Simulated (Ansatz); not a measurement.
Zone-centre phonons of Ge2Rh2Pb: input and output

All numbers below come from DFT PBE, scalar-relativistic, plane waves, PAW (Ansatz).

It can be run as:
```bash
ansatz run input.yaml --threads 2 --pin off --backend cpu --events-out ev --progress --plain --runs-dir out  # memory cap (--max-ram) not shown
```

Input (bare energies are in eV):
```yaml
crystal:
  lattice:
    - [-2.1750666782, 2.1750666782, 4.9795554848]
    - [2.1750666782, -2.1750666782, 4.9795554848]
    - [2.1750666782, 2.1750666782, -4.9795554848]
  atoms:
    - { symbol: Ge, position: [0.6301257768, 0.6301257768, 0.0] }
    - { symbol: Ge, position: [0.3698742232, 0.3698742232, 0.0] }
    - { symbol: Rh, position: [0.25, 0.75, 0.5] }
    - { symbol: Rh, position: [0.75, 0.25, 0.5] }
    - { symbol: Pb, position: [0.0, 0.0, 0.0] }
basis:
  ecutwfc: 420
kpoints:
  mp_grid: { grid: [12, 12, 12] }
hamiltonian:
  xc: pbe
scf:
  occupations: { method: fermi_dirac, width: 0.15 }
output:
  eigenvalues: true
phonons:
  method: dfpt
  eigenvectors: true
```

The end of the output:
```
--- Phonons (Γ-DFPT): 6 representative perturbations + reference, on 280 of 1728 k-points (Σ response iterations 21) ---
  k mesh reduced under 4 symmetry operations, with k and −k counted as one. Each operation leaves every solved displacement unchanged or reverses it
  ASR residual: 8.883e-4 → 0.000e0 eV/Å²; symmetrization residual: 2.439e-5 eV/Å²
  ASR residual per site (eV/Å²): 1.09e-4 1.09e-4 8.88e-4 8.88e-4 8.95e-5
  Γ frequencies (cm⁻¹): 0.00 0.00 0.00 54.78 68.44 68.44 111.36 111.36 136.93 192.63 217.43 217.43 231.49 232.10 232.10
  non-analytic LO–TO correction: not included (Born effective charges unavailable; polar crystals: no LO–TO splitting at Γ)
```

The cell was built by swapping an element in a database structure (itself possibly hypothetical) and relaxing; it need not be the stable form of this composition. In a metal, frequencies and elastic constants depend on the k mesh and the smearing, soft modes and shear constants most. Spin–orbit coupling is left out, which can shift energies with elements as heavy as these.